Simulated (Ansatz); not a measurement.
Data:

LaSi2Pt:
```cif
data_La4Pt4Si8
_chemical_formula_sum 'La4 Si8 Pt4'
_space_group_name_H-M_alt 'Cmcm'
_space_group_IT_number 63
_space_group_name_Hall '-C 2c 2'
_cell_length_a 4.36440
_cell_length_b 16.91273
_cell_length_c 4.26942
_cell_angle_alpha 90.000
_cell_angle_beta 90.000
_cell_angle_gamma 90.000
loop_
_space_group_symop_operation_xyz
  'x, y, z'
  '-x, -y, -z'
  '-x, -y, z+1/2'
  'x, y, -z+1/2'
  'x, -y, -z'
  '-x, y, z'
  '-x, y, -z+1/2'
  'x, -y, z+1/2'
  'x+1/2, y+1/2, z'
  '-x+1/2, -y+1/2, -z'
  '-x+1/2, -y+1/2, z+1/2'
  'x+1/2, y+1/2, -z+1/2'
  'x+1/2, -y+1/2, -z'
  '-x+1/2, y+1/2, z'
  '-x+1/2, y+1/2, -z+1/2'
  'x+1/2, -y+1/2, z+1/2'
loop_
_atom_site_label
_atom_site_type_symbol
_atom_site_symmetry_multiplicity
_atom_site_Wyckoff_symbol
_atom_site_fract_x
_atom_site_fract_y
_atom_site_fract_z
_atom_site_occupancy
La1 La 4 c 0.00000 0.10603 0.75000 1
Si1 Si 4 c 0.00000 0.24917 0.25000 1
Si2 Si 4 c 0.00000 0.53646 0.25000 1
Pt1 Pt 4 c 0.00000 0.68073 0.25000 1
```
(The calculation used a cell of 8 atoms; values per cell refer to that cell.)

This is the r²SCAN-relaxed structure.

All from plane-wave PAW r²SCAN (Ansatz code), unless another level is named. Estimate the electronic character.

metallic (no gap).

Predict the density of states at the Fermi level.

0.31 states/eV per atom (mean over ±0.08 eV).

Predict the formation energy from the elements (no fitted shifts).

-1.10 eV/atom.

The first step of the workflow began from a Materials Project structure, measured or hypothetical; the Crystallography Open Database copy checked does not list it. Its standing as an ambient phase is unchecked. The cell was relaxed with r²SCAN under the symmetry of its start; whether a distortion lowers the energy is not shown. The run is not spin-polarised. The references are the lowest solids computed at this level, not always the standard phases. Spin–orbit coupling is left out wherever it is not named.

Potentials: the earlier of the program's two PAW sets.
